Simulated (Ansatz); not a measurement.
CsBH4:
```cif
data_H4BCs
_chemical_formula_sum 'Cs1 B1 H4'
_space_group_name_H-M_alt 'P 1'
_space_group_IT_number 1
_cell_length_a 5.10732
_cell_length_b 5.10732
_cell_length_c 5.10732
_cell_angle_alpha 60.000
_cell_angle_beta 60.000
_cell_angle_gamma 60.000
loop_
_space_group_symop_operation_xyz
  'x, y, z'
loop_
_atom_site_label
_atom_site_type_symbol
_atom_site_fract_x
_atom_site_fract_y
_atom_site_fract_z
_atom_site_occupancy
Cs1 Cs 0.00000 0.00000 0.00000 1
B1 B 0.50000 0.50000 0.50000 1
H1 H 0.40123 0.40123 0.79630 1
H2 H 0.40123 0.79630 0.40123 1
H3 H 0.79630 0.40123 0.40123 1
H4 H 0.40123 0.40123 0.40123 1
```

This is the PBEsol-relaxed structure.

**Question.** All from the program Ansatz at the PBEsol level (PAW), unless another level is named. Give the formation energy from the elements (no fitted shifts).

**Answer.** -0.40 eV/atom.

**Question.** Give the HSE06 gap on the PBEsol cell.

**Answer.** 6.82 eV.

**Question.** Give the band gap.

**Answer.** 5.46 eV (smallest direct gap 5.46 eV).

**Question.** Next, the gap with spin–orbit coupling?

**Answer.** 5.40 eV.

Space group F-43m. The first step of the workflow began from a Materials Project structure, measured or hypothetical; the Crystallography Open Database copy checked does not list it. Its standing as an ambient phase is unchecked. The cell was relaxed with PBEsol under the symmetry of its start; its stability against distortions is not shown here. The references are the lowest solids computed at this level, not always the standard phases (solids in place of the gases). Spin–orbit coupling is left out wherever it is not named.

Potentials: the later of the program's two PAW sets.
